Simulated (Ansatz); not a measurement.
Sr(GaH)2 (space group P-3m1)

```xyz
5
Lattice="4.3517 0.0000 0.0000 -2.1759 3.7687 0.0000 0.0000 0.0000 4.5747" Properties=species:S:1:pos:R:3 pbc="T T T"
Sr     0.0000     0.0000     0.0000
Ga     0.0000     2.5125     2.1297
Ga     2.1759     1.2562     2.4450
H      0.0000     2.5125     0.4361
H      2.1759     1.2562     4.1386
```

The slice is a (0001) plane (indices of the conventional cell) through the point (0.667, 0.333, 0.534) (fractional), spanned by u = [110] and v = [1 -1 0] in vectors of this cell: u (4.35 Å) and v (7.54 Å, at 90° to u). It covers one period; positions are fractions (u, v).

Computed with PBEsol (plane waves to 420 eV, PAW, scalar-relativistic; Ansatz, a program for electronic structure). k mesh 9×9×7. Inside the PAW spheres the values are not all-electron values, and peaks at nuclei hang on which shells count as valence. Sr(GaH)2 was relaxed with its symmetry unable to fall.

Predict the map of the electrostatic potential energy of an electron, from the cell's mean on the slice.


```
|xxxxxx00005588999999999988550000xxxx|
|xxxxxx00116688999999999988661100xxxx|
|000000005588999999999999998855000000|
|000000447799999999999999999977440000|
|223355778899999999999999999988775533|
|223355778899999999999999999988775533|
|000000447799999999999999999977440000|
|000000005588999999999999998855000000|
|xxxxxx00227799999999999999772200xxxx|
|xxxxxx00006688888888888888660000xxxx|
|xxxxxx00005566665544556666550000xxxx|
|xxxxxx00004444000000000044440000xxxx|
|xxxx000022330000000000000033220000xx|
|00000022330000xxxxxxxxxx000033220000|
|11224455440000xxxxxxxxxx000044554422|
|66777777440000xxxxxxxxxx000044777777|
|99999988550000xxxxxxxxxx000055889999|
|99999988661100xxxxxxxxxx001166889999|
|999999998855000000000000005588999999|
|999999999977440000000000447799999999|
|999999999988775533223355778899999999|
|999999999988775533223355778899999999|
|999999999977440000000000447799999999|
|999999998855000000000000005588999999|
|99999999772200xxxxxxxxxx002277999999|
|88888888660000xxxxxxxxxx000066888888|
|44556666550000xxxxxxxxxx000055666655|
|00000044440000xxxxxxxxxx000044440000|
|0000000033220000xxxxxx00002233000000|
|xxxxxx00003322000000000022330000xxxx|
|xxxxxx00004455442211224455440000xxxx|
|xxxxxx00004477777766777777440000xxxx|
```
Scale: ten equal steps from 0.00 (start of '0') to 8.08 (end of '9'), in the order '0123456789'. Values: electrostatic potential energy of an electron, from the cell's mean, in eV. The map has 18 points along u (two characters each, u = 0 at the left) and 32 along v (v = 0 in the bottom row). Points within 0.7 Å of a nucleus are blanked (x), as the pseudised field means little there. Values under 0 eV are set to 0. The zero, the cell's mean, hangs on the PAW cores.
